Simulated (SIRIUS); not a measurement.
A self-consistent single point of a model cell of Cs₂YInCl₆ (Fm-3m, 10 atoms in the cell; prototype structure).

```yaml
crystal:
  lattice:
    - [0.00000, 5.40892, 5.40892]
    - [5.40892, 0.00000, 5.40892]
    - [5.40892, 5.40892, 0.00000]
  atoms:
    - { symbol: Cs, position: [0.25000, 0.25000, 0.25000] }
    - { symbol: Cs, position: [0.75000, 0.75000, 0.75000] }
    - { symbol: In, position: [0.50000, 0.50000, 0.50000] }
    - { symbol: Y, position: [0.00000, 0.00000, 0.00000] }
    - { symbol: Cl, position: [0.74910, 0.25090, 0.25090] }
    - { symbol: Cl, position: [0.25090, 0.74910, 0.74910] }
    - { symbol: Cl, position: [0.25090, 0.74910, 0.25090] }
    - { symbol: Cl, position: [0.74910, 0.25090, 0.74910] }
    - { symbol: Cl, position: [0.25090, 0.25090, 0.74910] }
    - { symbol: Cl, position: [0.74910, 0.74910, 0.25090] }
```

Computed with LDA (PW92), GBRV LDA ultrasoft pseudopotentials (plane waves; SIRIUS 7.12.0).

SIRIUS settings:

* **parameters.ngridk**: 4 4 4
* **parameters.xc_functionals**: [XC_LDA_X, XC_LDA_C_PW]
* **parameters.gk_cutoff**: 6.325 1/bohr
* **parameters.pw_cutoff**: 14.143 1/bohr
* **parameters.smearing**: fermi_dirac
* **parameters.smearing_width**: 0.00367493 Ha
* **potentials**: GBRV LDA ultrasoft pseudopotentials
* **parameters.electronic_structure_method**: pseudopotential
* **parameters.num_bands**: 50
* **parameters.num_mag_dims**: 0
* **parameters.num_dft_iter**: 100
* **parameters.energy_tol**: 1e-07 Ha
* **parameters.density_tol**: 1e-06
* **mixer.type**: anderson
* **mixer.beta**: 0.7
* **mixer.use_hartree**: false

Results:

```
Property                                                 Result
------------------------------------------------  -------------
Number of valence electrons                                  84
Number of bands                                              50
Number of k-points after the program's reduction              8
Number of plane waves (most at a k-point)                  9185
Number of SCF iterations                                     28
FFT grid                                           72 × 72 × 72
Free energy E − TS                                -7525.3512 eV
Top of the valence band (on the code's own zero)        5.71 eV
Gap on the k-point mesh                                 1.34 eV
Pressure                                              -0.42 GPa
Largest force (vector length)                        1.598 eV/Å
```

Forces (eV/Å):
| atom | Fx | Fy | Fz |
|---|---|---|---|
| Cs1 | 0.000 | 0.000 | 0.000 |
| Cs2 | 0.000 | 0.000 | 0.000 |
| In3 | 0.000 | 0.000 | 0.000 |
| Y4 | 0.000 | 0.000 | 0.000 |
| Cl5 | -1.598 | 0.000 | 0.000 |
| Cl6 | 1.598 | 0.000 | 0.000 |
| Cl7 | 0.000 | -1.598 | 0.000 |
| Cl8 | 0.000 | 1.598 | 0.000 |
| Cl9 | 0.000 | 0.000 | -1.598 |
| Cl10 | 0.000 | 0.000 | 1.598 |

Stress (GPa, positive for compression):
```
-0.42   0.00   0.00
 0.00  -0.42   0.00
 0.00   0.00  -0.42
```

The gap is read on the k-point mesh of the run and can differ from the gap over the whole zone at this level.

For comparison: a first run (DFT, PBEsol, plane waves, GBRV PBEsol ultrasoft pseudopotentials) was changed to give this one (parameters.xc_functionals: [XC_GGA_X_PBE_SOL, XC_GGA_C_PBE_SOL] → [XC_LDA_X, XC_LDA_C_PW]; pseudopotentials: GBRV PBEsol ultrasoft pseudopotentials → GBRV LDA ultrasoft pseudopotentials), and from it to this one the pressure goes from 1.15 to -0.42 GPa, the largest force hardly changes (1.606 to 1.598 eV/Å) and the gap on the mesh hardly changes (1.338 to 1.339 eV).

The cell was set up from a structure prototype or typed lattice constants and was not relaxed beforehand at this level. Forces above 1 eV/Å remain at this geometry.

Cost on one core: around 6 core-minutes (rough).
